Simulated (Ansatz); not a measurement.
Relaxed-ion elastic tensor of ScSi (CsCl type, space group No. 221) in GPa (Voigt order), the program Ansatz at the PBEsol level (PAW); density 3.43 g/cm³, 17.68 Å³ per atom.

```json
[
 {"": "1", "1": "2.5", "2": "135", "3": "135", "4": "0.0", "5": "0.0", "6": "0.0"},
 {"": "2", "1": "135", "2": "2.5", "3": "135", "4": "0.0", "5": "0.0", "6": "0.0"},
 {"": "3", "1": "135", "2": "135", "3": "2.5", "4": "0.0", "5": "0.0", "6": "0.0"},
 {"": "4", "1": "0.0", "2": "0.0", "3": "0.0", "4": "-52.3", "5": "0.0", "6": "0.0"},
 {"": "5", "1": "0.0", "2": "0.0", "3": "0.0", "4": "0.0", "5": "-52.3", "6": "0.0"},
 {"": "6", "1": "0.0", "2": "0.0", "3": "0.0", "4": "0.0", "5": "0.0", "6": "-52.3"}
]
```

Problem. Is the crystal mechanically stable?

Solution. No: the smallest eigenvalue of C is -132 GPa.

Space group Pm-3m (CsCl type). A made-up cell: these elements were put on the sites of a structure type; neither database checked (COD, Materials Project) lists it. Its standing as an ambient phase is unchecked. The PBEsol relaxation kept the symmetry of its start. At this level the phase is mechanically unstable. No spin polarisation was allowed. As this level gives no gap, shear constants depend on the k-mesh and smearing (Fermi–Dirac, 0.1 eV here).

Potentials: the later of the program's two PAW sets.
